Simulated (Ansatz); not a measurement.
Relaxed KCl (rock salt):

```
KCl
1.0
    0.00000     3.19058     3.19058
    3.19058     0.00000     3.19058
    3.19058     3.19058     0.00000
Cl K
1 1
Direct
  0.00000   0.00000   0.00000
  0.50000   0.50000   0.50000
```

These are PBE (plane waves to 420 eV, PAW, scalar-relativistic; Ansatz, a first-principles code) values and carry that method's errors. k mesh 7×7×7 (Γ-centred), Fermi-Dirac smearing 0.05 eV. KCl was relaxed with its symmetry unable to fall.

One atom of the cell was then moved (with its periodic images), all else fixed, and the forces (eV/Å) came out as:

```
atom      Fx      Fy     Fz
----  ------  ------  -----
Cl1    0.285  -0.285  0.000
K2    -0.285   0.285  0.000
```

With two atoms only their relative shift counts; take K2 as fixed.

Question: Which atom was moved, and by which vector (Å)?

Answer: Cl1, by (-0.24, 0.24, 0.00), 0.34 Å in all.

(For displaced atoms, the force is minus the slope of the energy, and its curvature is a force constant, which sets phonon frequencies.)
